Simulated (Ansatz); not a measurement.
Task: Each is relaxed and computed with DFT-LDA in the program Ansatz with PAW potentials. Which is the only metal?
(A) CdSiP2, chalcopyrite
(B) SiO2, P6_322 (Si on 4f, O on 6g, O on 2c)
(C) YbSi2, I4_1/amd (Yb on 4b, Si on 8e)
(D) Si3N4, P6_3/m (Si on 6h, N on 2c, N on 6h)

Result: C, YbSi2, I4_1/amd (Yb on 4b, Si on 8e). YbSi2: metal; Si3N4: gap 4.22 eV (indirect); SiO2: gap 5.41 eV (indirect); CdSiP2: gap 1.20 eV (direct). Caveat: open 4f shells can settle in a state that is not the lowest. Not the usual ambient phase: SiO2, P6_322 (Si on 4f, O on 6g, O on 2c). Standing as an ambient phase not checked: YbSi2, I4_1/amd (Yb on 4b, Si on 8e). Unstable at this level: SiO2, P6_322 (Si on 4f, O on 6g, O on 2c). All cells were relaxed under the symmetry of their starts (and spin orders); stability against distortions was not tested throughout. Rows with no word on spin ran without spin polarisation. No Hubbard U is applied. Scalar-relativistic: spin–orbit coupling is off unless named, which matters more the heavier the elements.

Potentials: the later of the program's two PAW sets.
